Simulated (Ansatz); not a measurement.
One crystal and one scan (frozen-phonon scan) at two levels, PBE (plane waves to 420 eV, PAW, scalar-relativistic; Ansatz, a program for electronic structure) and r2SCAN (plane waves to 500 eV, PAW, scalar-relativistic; Ansatz), each from its own relaxed cell and on its own mesh. The cell shown is that of PBE.

Starting cell, ZnS (zinc blende):

```xyz
4
Lattice="0.0000 5.4434 5.4434 2.7217 0.0000 2.7217 2.7217 2.7217 0.0000" Properties=species:S:1:pos:R:3 pbc="T T T"
S      4.0826     4.0826     4.0826
S      4.0826     6.8043     6.8043
Zn     0.0000     0.0000     0.0000
Zn     2.7217     2.7217     5.4434
```

A phonon eigenvector at L = (0.5, 0.0, 0.0) is frozen into this cell: atom i moves by Q times the vector below, so Q is the largest atomic displacement, in Å. The cell is held. (q is in reciprocal vectors of the primitive cell; the cell shown is doubled to hold the pattern.)

```
atom       x       y       z
----  ------  ------  ------
S1    -0.138   0.138   0.138
S2     0.138  -0.138  -0.138
Zn3   -0.577   0.577   0.577
Zn4    0.577  -0.577  -0.577
```

ZnS was relaxed with its symmetry unable to fall. Both scans cover Q from -0.180 to 0.180 Å.

ΔE (meV/cell), each from the undisplaced structure of its own level:

```csv
Q (Å),PBE,r2SCAN
-0.180,286,310
-0.150,199,withheld
-0.120,127,138
-0.090,72,77
-0.060,32,34
-0.030,8,9
0.000,0,0
0.030,8,9
0.060,32,34
0.090,72,77
0.120,127,138
0.150,199,withheld
0.180,286,310
```

**Question.** Estimate the r2SCAN value at -0.150 from the PBE value there and the ratio of the two levels in the two nearest given rows on that side of the minimum.

**Answer.** At -0.180 and -0.120 the ratio r2SCAN/PBE averages 1.085, which gives 1.085 × 199 = 216 meV/cell. The calculation gives 215 meV/cell, +8.0 % against PBE.

(For displaced atoms, the force is minus the slope of the energy, and its curvature is a force constant, which sets phonon frequencies.)
